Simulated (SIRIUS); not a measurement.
Set-up for a self-consistent single point of CsPbCl₃ (R32, 5 atoms in the cell; from Materials Project mp-675022, changed as shown).

```yaml
crystal:
  lattice:
    - [4.01645, 2.31890, 3.30651]
    - [-4.01645, 2.31890, 3.30651]
    - [0.00000, -4.63780, 3.30651]
  atoms:
    - { symbol: Cs, position: [0.50000, 0.50000, 0.50000] }
    - { symbol: Pb, position: [0.00000, 0.00000, 0.00000] }
    - { symbol: Cl, position: [0.50000, 0.01860, 0.98140] }
    - { symbol: Cl, position: [0.98140, 0.50000, 0.01860] }
    - { symbol: Cl, position: [0.01860, 0.98140, 0.50000] }
```

Level of theory: LDA (PW92), GBRV LDA ultrasoft pseudopotentials (plane waves; SIRIUS).

SIRIUS settings:

* **parameters.ngridk**: 6 6 6
* **parameters.xc_functionals**: [XC_LDA_X, XC_LDA_C_PW]
* **parameters.gk_cutoff**: 6.325 1/bohr
* **parameters.pw_cutoff**: 14.143 1/bohr
* **parameters.smearing**: gaussian
* **parameters.smearing_width**: 0.0001 Ha
* **potentials**: GBRV LDA ultrasoft pseudopotentials
* **parameters.electronic_structure_method**: pseudopotential
* **parameters.num_bands**: 26
* **parameters.num_mag_dims**: 0
* **parameters.num_dft_iter**: 100
* **parameters.energy_tol**: 1e-07 Ha
* **parameters.density_tol**: 1e-06
* **mixer.type**: anderson
* **mixer.beta**: 0.7
* **mixer.use_hartree**: false

Results:

- Number of valence electrons: 44
- Number of bands: 26
- Number of k-points after the program's reduction: 32
- Number of plane waves (most at a k-point): 5400
- Number of SCF iterations: 31
- FFT grid: 54 × 54 × 54
- Free energy E − TS: -4455.7352 eV
- Gap on the k-point mesh: 2.01 eV
- Pressure: -2.30 GPa
- Largest force (vector length): 0.012 eV/Å

Forces (eV/Å):
| atom | Fx | Fy | Fz |
|---|---|---|---|
| Cs1 | 0.000 | 0.000 | 0.000 |
| Pb2 | 0.000 | 0.000 | 0.000 |
| Cl3 | 0.006 | -0.010 | 0.000 |
| Cl4 | 0.006 | 0.010 | 0.000 |
| Cl5 | -0.012 | 0.000 | 0.000 |

Stress (GPa, positive for compression):
```
-2.30   0.00   0.00
 0.00  -2.30   0.00
 0.00   0.00  -2.32
```

Gaps are taken between levels on the mesh.

For comparison: a first run was changed to give this one (volume scaled by 1.01), and from it to this one the free energy goes up by 5.0 meV/atom, the pressure goes from -2.12 to -2.30 GPa, the largest force hardly changes (0.010 to 0.012 eV/Å) and the gap on the mesh goes from 1.978 to 2.014 eV.

Spin-orbit coupling is left out, which matters for bands and gaps with elements this heavy. The structure comes from a collection of computed structures, made at another level of theory; the collection holds predicted forms beside known ones.

Cost on one core: around 2.2 core-minutes (rough).
